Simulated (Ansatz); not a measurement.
Molecular dynamics on a 2×2×2 supercell (24 atoms) of Zn2C (antifluorite), relaxed with r2SCAN. Forces come from r2SCAN in the PAW code Ansatz: Langevin thermostat and barostat (NPT), 1000 K, steps of 1.5 fs. Classical nuclei, no spin polarisation; a few dozen steps show the first response, not equilibrium. The structure comes from a prototype and may be hypothetical.

```yaml
crystal:
  lattice:
    - [0.0, 5.1558980752, 5.1558980752]
    - [5.1558980752, 0.0, 5.1558980752]
    - [5.1558980752, 5.1558980752, 0.0]
  atoms:
    - { symbol: C, position: [0.0, 0.0, 0.0] }
    - { symbol: Zn, position: [0.125, 0.125, 0.125] }
    - { symbol: Zn, position: [0.375, 0.375, 0.375] }
    - { symbol: C, position: [0.0, 0.0, 0.5] }
    - { symbol: Zn, position: [0.125, 0.125, 0.625] }
    - { symbol: Zn, position: [0.375, 0.375, 0.875] }
    - { symbol: C, position: [0.0, 0.5, 0.0] }
    - { symbol: Zn, position: [0.125, 0.625, 0.125] }
    - { symbol: Zn, position: [0.375, 0.875, 0.375] }
    - { symbol: C, position: [0.0, 0.5, 0.5] }
    - { symbol: Zn, position: [0.125, 0.625, 0.625] }
    - { symbol: Zn, position: [0.375, 0.875, 0.875] }
    - { symbol: C, position: [0.5, 0.0, 0.0] }
    - { symbol: Zn, position: [0.625, 0.125, 0.125] }
    - { symbol: Zn, position: [0.875, 0.375, 0.375] }
    - { symbol: C, position: [0.5, 0.0, 0.5] }
    - { symbol: Zn, position: [0.625, 0.125, 0.625] }
    - { symbol: Zn, position: [0.875, 0.375, 0.875] }
    - { symbol: C, position: [0.5, 0.5, 0.0] }
    - { symbol: Zn, position: [0.625, 0.625, 0.125] }
    - { symbol: Zn, position: [0.875, 0.875, 0.375] }
    - { symbol: C, position: [0.5, 0.5, 0.5] }
    - { symbol: Zn, position: [0.625, 0.625, 0.625] }
    - { symbol: Zn, position: [0.875, 0.875, 0.875] }
kpoints:
  mp_grid: { grid: [2, 2, 2] }
hamiltonian:
  xc: r2scan
scf:
  occupations: { method: fermi_dirac, width: 0.086 }
md:
  ensemble: npt_langevin
  temperature: 1000
  timestep: 1.5
  n_steps: 40
  initial_velocities: maxwell_boltzmann
  seed: 6183
```

Run as `ansatz run input.yaml --threads 4 --pin off --max-ram 3686MiB --backend cpu --events-out ev --progress --plain --runs-dir out`.

```csv
step,t (fs),T (K),free energy F from step 0 (meV/atom),kinetic energy (meV/atom),pressure (GPa),volume (Å³/atom),largest force (eV/Å)
0,0,958,0.0,123.9,0.70,11.42,0.00
1,1.5,969,0.5,125.3,0.72,11.42,0.16
2,3,932,2.0,120.5,0.70,11.43,0.32
3,4.5,904,4.4,116.8,0.73,11.43,0.46
4,6,886,7.6,114.5,0.83,11.44,0.61
5,7.5,817,11.5,105.7,0.90,11.44,0.77
6,9,797,16.0,103.0,1.06,11.44,0.93
7,10.5,767,21.1,99.1,1.25,11.45,1.09
8,12,775,26.4,100.2,1.50,11.45,1.24
9,13.5,707,32.0,91.4,1.69,11.45,1.38
10,15,690,37.8,89.2,1.98,11.45,1.53
11,16.5,630,43.5,81.5,2.21,11.45,1.67
12,18,609,48.7,78.7,2.42,11.45,1.80
13,19.5,573,53.4,74.0,2.58,11.46,1.93
14,21,575,57.5,74.3,2.75,11.46,2.07
15,22.5,530,61.1,68.5,2.86,11.46,2.19
16,24,534,64.7,69.0,3.05,11.46,2.31
```

The temperature starts at 958 K, is lowest at step 15 (530 K, 22.5 fs) and ends at 534 K. The thermostat hasn't had time to restore it. The atoms start on their lattice sites with kinetic energy alone, so much of it first passes into potential energy. The job's limit cut the run after 16 of 40 steps.

Positions (Å) and forces (eV/Å) at step 16:
```
cell (Å): 0.000 5.161 5.161; 5.161 0.000 5.161; 5.161 5.161 0.000
C    0.136   0.054   0.130    -0.459  -0.322  -0.631
Zn   1.106   1.507   1.298     1.047  -1.706   0.011
Zn   3.797   3.758   3.846     1.407   0.272  -0.152
C    2.658   2.465  -0.077    -0.201   0.591   0.694
Zn   3.889   3.816   1.107    -0.023   0.223   1.162
Zn   6.489   6.595   3.870    -0.517  -1.607   0.077
C    2.667   0.075   2.692    -0.499  -0.470  -0.533
Zn   3.883   1.182   3.853     0.680   0.759   0.656
Zn   6.459   3.745   6.408     0.067   2.293   0.251
C    5.316   2.668   2.488    -0.677  -0.716   0.670
Zn   6.525   3.866   3.841    -0.692   0.312   0.606
Zn   9.012   6.433   6.499    -0.882  -0.425  -0.383
C   -0.147   2.511   2.591     0.591   0.775   0.314
Zn   1.305   3.798   3.915    -0.100   1.133  -0.174
Zn   3.880   6.416   6.484     0.135   0.202  -0.344
C    2.734   5.019   2.662    -1.027   0.257  -0.847
Zn   3.862   6.439   3.842     0.343  -1.006   0.418
Zn   6.445   9.110   6.570     0.153   0.760  -0.635
C    2.636   2.531   5.051     0.033  -0.157   0.913
Zn   3.761   3.950   6.438     0.524  -0.345  -0.355
Zn   6.491   6.371   9.139    -0.061   0.019  -0.948
C    5.207   5.040   5.268     0.225   0.382  -0.143
Zn   6.463   6.569   6.485    -0.038  -1.081  -0.228
Zn   9.071   9.026   9.012    -0.030  -0.145  -0.397
```
